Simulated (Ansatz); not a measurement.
This cell of Mg$_{3}$Sb$_{2}$ (A-La2O3 type, space group P-3m1) is off equilibrium:

```xyz
5
Lattice="4.5443 0.0000 0.0000 -2.2721 3.9355 0.0000 0.0000 0.0000 7.1899" Properties=species:S:1:pos:R:3 pbc="T T T"
Sb     0.0000     2.6236     1.6104
Sb     2.2721     1.3118     5.5795
Mg     0.0000     0.0000     0.0000
Mg     0.0000     2.6236     4.5424
Mg     2.2721     1.3118     2.6475
```

The numbers are results of PBE (plane waves to 420 eV, PAW, scalar-relativistic; Ansatz, a quantum-chemistry and plane-wave program), not measurements. k mesh 12×12×7 (Γ-centred), Fermi-Dirac smearing 0.05 eV. E stands for the smeared free energy. Compression counts positive. Mg3Sb2 was relaxed with its symmetry unable to fall. Spin-orbit coupling is left out, though Sb is heavy.

Problem. Give the stress tensor in GPa and the pressure.

Solution. 
```
   1.57     0.00     0.00
   0.00     1.57     0.00
   0.00     0.00     1.45
```
The pressure, a third of the trace, is 1.53 GPa.

Problem. It is the relaxed cell scaled evenly to V/V₀ = 0.967, atoms relaxed where free. What is its energy relative to the relaxed cell?

Solution. 4.1 meV/atom.

(A scan under strain: stresses follow from slopes of the energy per volume, elastic moduli from its curvatures.)
